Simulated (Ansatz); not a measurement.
The end point of a relaxation of MgTe. Space group Fm-3m (No. 225), rock salt type. All values below come from PBEsol (plane waves to 420 eV, PAW, scalar-relativistic; Ansatz, a quantum-chemistry and plane-wave program).

```cif
data_Mg4Te4
_chemical_formula_sum 'Mg4 Te4'
_space_group_name_H-M_alt 'Fm-3m'
_space_group_IT_number 225
_space_group_name_Hall '-F 4 2 3'
_cell_length_a 5.90580
_cell_length_b 5.90580
_cell_length_c 5.90580
_cell_angle_alpha 90.000
_cell_angle_beta 90.000
_cell_angle_gamma 90.000
loop_
_atom_site_label
_atom_site_type_symbol
_atom_site_symmetry_multiplicity
_atom_site_Wyckoff_symbol
_atom_site_fract_x
_atom_site_fract_y
_atom_site_fract_z
_atom_site_occupancy
Mg1 Mg 4 b 0.50000 0.50000 0.50000 1
Te1 Te 4 a 0.00000 0.00000 0.00000 1
```
(The calculation used a cell of 2 atoms; values per cell refer to that cell.)

| Item | Result |
|---|---|
| Volume per atom | 25.75 Å³ |
| Density | 4.90 g/cm³ |
| Band gap | 0.45 eV, indirect (valence top at 80 % of the way from K to Γ, conduction bottom at X) (no spin-orbit coupling) |
| Smallest direct gap | 2.25 eV at Γ |
| Shortest distances | Mg–Te 2.95 Å |
| k-mesh | 10×10×10 |

Band energies at high-symmetry points (eV from the VBM; labels of this space group; no spin-orbit coupling), from −5 eV up to 2.7 eV:

| point | energies |
|---|---|
| Γ | 0.00 0.00 0.00 2.24 |
| X | -4.23 -1.88 -1.88 0.45 |
| U | -3.77 -3.48 -1.50 1.72 |
| K | -3.77 -3.48 -1.50 1.72 |
| L | -4.98 -0.54 -0.54 |
| W | -3.35 -3.35 -2.82 |

No spin polarisation in the result. Without spin-orbit coupling the bands of the heavy element are not split, so the gap can be far off.

The run could not lose the symmetry of its start.

The first start was generated by placing the elements on the sites of a structure type. Materials Project lists a structure of MgTe in the same space group, Fm-3m (No. 225); the sites were not compared with it, nor with measured phases. Known forms of MgTe include space group No. 216.
